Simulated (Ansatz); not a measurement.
GaN:
```xyz
4
Lattice="3.1749 0.0000 0.0000 -1.5874 2.7495 0.0000 0.0000 0.0000 7.5234" Properties=species:S:1:pos:R:3 pbc="T T T"
Ga     1.5874     0.9165     1.8808
Ga     0.0000     1.8330     5.6425
N      0.0000     0.0000     5.6425
N      0.0000     0.0000     1.8808
```

Relaxed with r²SCAN+D4.

Q: Give the Bader charges and basin volumes of the independent atoms, r²SCAN+D4 in the plane-wave PAW code Ansatz.

A: 

| atom | Bader charge (e) | Bader volume (Å³) |
|---|---|---|
| Ga1 | +1.61 | 13.6 |
| N3 | -1.61 | 19.2 |

Space group P6_3/mmc. The first step of the workflow began from a Materials Project structure, measured or hypothetical; the Crystallography Open Database copy checked does not list it. It is not the phase usual at ambient conditions (space group No. 186, 216). The r²SCAN+D4 relaxation kept the symmetry of its start; phonons show weakly imaginary modes.

Potentials: the later of the program's two PAW sets.
